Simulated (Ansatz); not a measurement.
A generated cell, not matched to a known phase here, of Mg3Se2O: R3, hexagonal axes (No. 146), hR12; a = b = 6.6687 Å, c = 18.9170 Å, α = β = 90.00°, γ = 120.00°. Level of theory: PBEsol (plane waves to 420 eV, PAW, scalar-relativistic; Ansatz, an electronic-structure program). Element references, the lowest calculated here: Mg (P6₃/mmc), Se (P3₁21), O (C2/m, ferromagnetic, forced by one molecule a cell; α-O2 is antiferromagnetic); gases are represented by their molecular solids.

Total energies (eV/atom, σ → 0; comparable only within this code, potentials and settings):

```csv
phase,E (eV/atom)
Mg3Se2O (R3),-2858.685
Mg (P6₃/mmc),-1912.052
Se (P3₁21),-5424.207
O (C2/m),-558.291
MgSe (Fm-3m),-3669.392
MgO (Fm-3m),-1237.936
```

What is the formation energy of this R3 form of Mg3Se2O from the elements?

E_f = -2858.685 − [3 × (-1912.052) + 2 × (-5424.207) + 1 × (-558.291)] / 6 = -1.54 eV/atom (-9.3 eV per formula unit).

How does this cell stand against the other phases calculated?

It lies 0.22 eV/atom above their hull: Mg3Se2O → MgO + 2 MgSe (MgSe Fm-3m, MgO Fm-3m) releases that much. A lower structure of this composition may exist.

This is the hull of the energies calculated here, no anion corrections; phases that were not calculated are missing from it. Values are rounded to 0.01 eV/atom. Not shown to be the ambient phase of their composition (a lower form may be missing, and a cell relaxed within its start's symmetry can be a saddle point): Mg3Se2O (R3). The compounds carry no spin polarisation.
